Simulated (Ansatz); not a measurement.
Ansatz input

```yaml
crystal:
  lattice:
    - [4.3316272045, 0.0, 0.0]
    - [-2.1658136023, 3.7512991989, 0.0]
    - [0.0, 0.0, 2.6938641531]
  atoms:
    - { symbol: Ti, position: [0.0, 1.0, 0.0] }
    - { symbol: Ti, position: [0.3333333333, 0.6666666667, 0.5] }
    - { symbol: Ti, position: [0.6666666667, 0.3333333333, 0.5] }
hamiltonian:
  xc: lda
  pseudopotentials:
    kind: paw
    azcp:
      Ti: "pseudopotentials/Ti.paw.azcp"
basis:
  ecutwfc: 420
  fft_grid_basis: typed
kpoints:
  mp_grid: { grid: [9, 9, 13], shift: [0, 0, 0] }
magnetization:
  spin_polarized: false
scf:
  occupations: { method: fermi_dirac, width: 0.1 }
  lower_state_search: "off"
output:
  stress: true
```

Terminal output

```
Warning: the record states the generating functional pbe (its physics header spells it `PBE`), which answers neither for hamiltonian.xc's functional nor for the lda family's — results may be inconsistent (PPs are generated against a specific XC)
Engine: ansatz 0.2.0, aarch64-unknown-linux-gnu
Pseudopotentials: kind: paw
Pseudopotential: Ti, paw, valence charge 12, recommended cutoff 420 eV (normal) 
Functional definition: SPW92
  exchange = slater_x
  correlation = pw_c
Crystal: 3 atoms, lattice volume = 43.773 Å³
Basis set: ecut = 420 eV, 903 PW (Γ)
Bands: 22, of which v1, the nominal top of the filled ones, is band 18 counted from 1 (17 counted from 0)
Symmetry: 24 space group operations
Space group: P6/mmm (ITA 191), of the structure as read, at distance tolerance 3.5e-5 Å
k-points: 84 of 1053
Non-local potential: Ti, projectors of the file, l = 0: 3, l = 1: 2, l = 2: 3, l = 3: 1
PAW form: soft (Blöchl's): semilocal exchange-correlation on the pseudo side does not see the compensation charge
PAW frozen core: Ti, regenerated for the run's functional, and the local potential with it (the file was generated under x = pbe(κ = 0.804, μ = 0.2195149727645171), c = pbe(β = 0.06672455060314922))
PAW one-centre angular grid: Ti, 590 points (default); XC on 64 Gauss nodes
Initial density: superposition of atomic densities (neutral atoms: chi_scale 0, normalization atom), corrected by the library's trained network
Initial wavefunctions: pseudopotential atomic-orbital guess
Functional: x = slater, c = lda
SCF iter   1: F=—  HF=-7350.901998 eV  |F-HF|=—  |Δ(HF+E_count)|=         —  Δρ=1.04e-2  dr2=3.96e-2  ethr=1.77e-3  ⟨swp⟩=4.1  Hψ=6393  notcnv=0
SCF iter   2: F=—  HF=-7350.891503 eV  |F-HF|=—  |Δ(HF+E_count)|=   1.05e-2  Δρ=5.30e-3  dr2=1.34e-2  ethr=1.10e-4  ⟨swp⟩=1.2  Hψ=2538  notcnv=0
SCF iter   3: F=—  HF=-7350.887503 eV  |F-HF|=—  |Δ(HF+E_count)|=   4.00e-3  Δρ=9.58e-4  dr2=5.76e-4  ethr=3.71e-5  ⟨swp⟩=2.1  Hψ=2468  notcnv=0
SCF iter   4: F=—  HF=-7350.887441 eV  |F-HF|=—  |Δ(HF+E_count)|=   6.18e-5  Δρ=1.85e-4  dr2=1.65e-5  ethr=1.60e-6  ⟨swp⟩=2.0  Hψ=2266  notcnv=0
SCF iter   5: F=—  HF=-7350.887438 eV  |F-HF|=—  |Δ(HF+E_count)|=   2.47e-6  Δρ=4.62e-5  dr2=6.90e-7  ethr=4.58e-8  ⟨swp⟩=2.2  Hψ=2584  notcnv=0
SCF iter   6: F=-7350.887438 eV  HF=-7350.887438 eV  |F-HF|=1.96e-8  |Δ(HF+E_count)|=   1.49e-8  Δρ=9.18e-6  dr2=3.81e-8  ethr=2.78e-10  ⟨swp⟩=4.0  Hψ=6127  notcnv=0
SCF 1 converged in 6 iterations: F = -7350.887438 eV  dr2 = 3.81e-8
SCF converged after 6 iterations
Free energy (F): -7350.887438 eV
Harris-Foulkes:  -7350.887438 eV  (|F-HF|=1.96e-8)
Internal energy: -7350.794744 eV  (E = F + TS)
E sigma→0 (E₀):  -7350.841091 eV
Entropy (-TS):   -0.092695 eV (-30.898 meV/atom)
Fermi energy:    15.860642 eV
--- Per-component energies (eV) ---
  E_band       = -365.537107
  E_kinetic    = 831.396127
  E_local      = -2170.718102  (includes V_loc(G=0)·N_el)
  E_nonlocal   = 38.253783
  E_hartree    = 912.850876
  E_xc         = -294.368700
  E_vxc        = -370.679639  (∫ρ·V_xc dr)
  E_paw        = -2999.758489  (= ΣΔE_a)
  E_vpaw       = -519.485763  (= ΣTr[D̂ρ^β])
  E_aug_tail   = 0.000316  (compensation charges beyond the density's cutoff)
  E_ewald      = -3669.428405
  E_core_change = 0.977851  (= ΣΔE_core)
  E_smearing   = -0.092695  (= −TS)
  E_closure    = -0.000000  (closes the sum)
  Σ components = -7350.887438   (vs F -7350.887438, Δ=0.00e0)
--- Stress (GPa, compression-positive) ---
       11.986277      -0.000000       0.000000
       -0.000000      11.986277       0.000000
        0.000000       0.000000      12.785091
  P = ⅓ Tr σ = 12.2525 GPa (122.525 kbar)
```
